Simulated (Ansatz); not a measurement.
The start is a randomly generated symmetric cell of NbRu (space group No. 129). Cell shape, volume and atoms are optimised at zero target pressure with PBEsol (plane waves to 420 eV, PAW, scalar-relativistic; Ansatz, a first-principles code). First-step values are on the input's coarse k-mesh.

Ansatz input (later rounds restart from its end on a renewed k-mesh):
Ansatz 0.2 input:
```yaml
crystal:
  lattice:
    - [5.5293158, 0, 0]
    - [0, 5.5293158, 0]
    - [0, 0, 2.2282184]
  atoms:
    - { symbol: Nb, position: [0, 0, 0.5] }
    - { symbol: Nb, position: [0.5, 0.5, 0.5] }
    - { symbol: Ru, position: [0.5, 0, 0.11883297] }
    - { symbol: Ru, position: [0, 0.5, 0.88116703] }
basis: { ecutwfc: 420, ecutrho_ratio: 4, xc_grid: 2, fft_grid_basis: typed }
kpoints: { mp_grid: { grid: [6, 6, 14] } }
hamiltonian:
  xc: pbesol
  dispersion: none
  pseudopotentials: { kind: paw }
scf: { occupations: { method: fermi_dirac, width: 0.05 } }
relax: { f_tol: 0.01, max_steps: 100, cell: { stress_tol: 0.02 } }
output: { forces: true, stress: true }
```

### Question
How much energy is released per atom?

### Answer
About 1.3 eV/atom.

### Question
How does the volume per atom move from start to end?

### Answer
-8.8 %, from 17.03 to 15.53 Å³/atom.

### Question
Is the relaxed structure metallic? Give its gap.

### Answer
No gap (metallic).

### Question
Give the final cell and atomic positions.

### Answer

Space group P4/nmm, origin choice 1 (No. 129); a = b = 4.5333 Å, c = 3.0222 Å, α = β = γ = 90.00°

```
atom  site  symmetry       x       y       z
----  ----  --------  ------  ------  ------
Nb      2b      -4m2  0.5000  0.5000  0.5000
Ru      2c       4mm  0.0000  0.5000  0.0388
```

The space group stays P4/nmm (No. 129) (the run could not lower it), with 4 atoms in the primitive cell. Final values are on a 10×10×15 k-mesh of the relaxed cell. The start holds a very short contact (Ru–Ru 2.23 Å). No spin polarisation in the result.

The run could not lose the symmetry of its start: the end is stationary, and may be a saddle point rather than a minimum.

The relaxed structure here is a generated cell of NbRu: the first start was made by a random draw of sites in a space group, and the end was not matched to a known phase here, so it may be hypothetical.
